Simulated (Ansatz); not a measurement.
Values for one crystal, relaxed and computed with the program Ansatz at the r²SCAN level (PAW); other levels are named.

```yaml
volume_per_atom: 23.33 Å³
electronic_character: metallic (no gap)
Density of states at the Fermi level: 0.37 states/eV per atom (mean over ±0.08 eV)
Pressure derivative B′: 3.9
Elastic constants (relaxed ions, GPa): C11 = 68.9, C12 = 28.0, C13 = 14.3, C33 = 83.9, C44 = 2.0
mechanical_stability: stable (all eigenvalues of C positive)
Bulk modulus (Birch–Murnaghan fit): 37.2 GPa
```

Problem. Which of these materials gives this?
A) Mo, P6/mmm (Mo on 1a, Mo on 2d)
B) Ag, P6/mmm (Ag on 2e, Ag on 2d, Ag on 3f)
C) Nb, P6/mmm (Nb on 1a, Nb on 2d)
D) Mg, P6/mmm (Mg on 2e, Mg on 2d, Mg on 3f)

Solution. D, Mg, P6/mmm (Mg on 2e, Mg on 2d, Mg on 3f)

The start of the workflow was typed in or built on a structure type; the Crystallography Open Database copy checked does not list it. It is not the phase usual at ambient conditions (space group No. 194). The cell was relaxed with r²SCAN under the symmetry of its start; its stability against distortions is not shown here. As this level gives no gap, shear constants depend on the k-mesh and smearing (Fermi–Dirac, 0.1 eV here).

Potentials: the earlier of the program's two PAW sets.
